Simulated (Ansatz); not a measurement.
All numbers below come from Ansatz, DFT PBE, scalar-relativistic, plane waves, PAW. All cells share a 420 eV cutoff and Γ-centred k meshes spaced at most about 0.3 Å⁻¹ (2π included). No spin polarisation in the final relaxations.

Temperature and zero-point effects are left out.

Two relaxed structures of BaHfH6:

1.

```yaml
crystal:
  lattice:
    - [3.62583, 2.09338, 2.46172]
    - [-3.62583, 2.09338, 2.46172]
    - [0.00000, -4.18675, 2.46172]
  atoms:
    - { symbol: Ba, position: [0.50000, 0.50000, 0.50000] }
    - { symbol: Hf, position: [0.00000, 0.00000, 0.00000] }
    - { symbol: H, position: [0.70861, 0.06138, 0.70861] }
    - { symbol: H, position: [0.06138, 0.70861, 0.70861] }
    - { symbol: H, position: [0.29139, 0.29139, 0.93862] }
    - { symbol: H, position: [0.93862, 0.29139, 0.29139] }
    - { symbol: H, position: [0.29139, 0.93862, 0.29139] }
    - { symbol: H, position: [0.70861, 0.70861, 0.06138] }
```

2.

```yaml
crystal:
  lattice:
    - [3.38731, 0.00000, 0.00000]
    - [0.00000, 3.61581, 3.96333]
    - [0.00000, -3.61581, 3.96333]
  atoms:
    - { symbol: Ba, position: [0.50000, 0.55364, 0.55364] }
    - { symbol: Hf, position: [0.00000, 0.99744, 0.99744] }
    - { symbol: H, position: [0.50000, 0.76757, 0.05696] }
    - { symbol: H, position: [0.50000, 0.05696, 0.76757] }
    - { symbol: H, position: [0.50000, 0.15710, 0.15710] }
    - { symbol: H, position: [0.00000, 0.86498, 0.33981] }
    - { symbol: H, position: [0.00000, 0.33981, 0.86498] }
    - { symbol: H, position: [0.00000, 0.76254, 0.76254] }
```

Question: Which form is favoured at zero pressure, and by what margin per atom?

Answer: Cell 2 is lower, by 233 meV/atom. Cell 1 has space group R-3m (No. 166), 14.0 Å³/atom and a gap of 1.15 eV on its mesh; cell 2 has space group Amm2 (No. 38), 12.1 Å³/atom and a gap of 2.41 eV. Counting H atoms around Ba and Hf (those within 1.25 times the shortest such distance or 1.15 times the sum of covalent radii; a plus sign parts nearer from farther groups), cell 1 has Ba 12, Hf 6 and cell 2 has Ba 8, Hf 3+6. The denser one is the lower, and pressure would at first widen the difference. In cell 1, Ba is surrounded by 12 H at 2.71–2.83 Å and 2 Hf at 3.69 Å; Hf has 6 H at 1.96 Å and 2 Ba at 3.69 Å; H has 1 Hf at 1.96 Å, 5 H at 2.56–2.71 Å and 2 Ba at 2.71–2.83 Å. In cell 2, Ba has 2 H at 2.37 Å, 4 H at 2.57 Å, 2 H at 2.80 Å, 3 H at 3.03–3.14 Å, 2 Ba at 3.39 Å, 2 H at 3.71 Å and 6 Hf at 3.90–4.02 Å; Hf is surrounded by 3 H at 1.86–1.91 Å, 6 H at 2.10–2.11 Å, 2 Hf at 3.39 Å, 2 H at 3.66 Å, 6 H at 3.87–3.89 Å and 6 Ba at 3.90–4.02 Å; H on a site of symmetry m is surrounded by 6 H at 2.09–2.36 Å and 2 Hf at 2.10 Å; 3 more sites not described. Both come from invented guesses.

These runs have no spin–orbit coupling, which can matter for Hf. Kohn–Sham gaps at this level usually fall short of measured ones. With hydrogen, zero-point motion can shift such differences by 10 meV/atom or more. Cells relaxed within their symmetry can be saddle points. The Amm2 cell of BaHfH6 came from shaking the R-3m one.
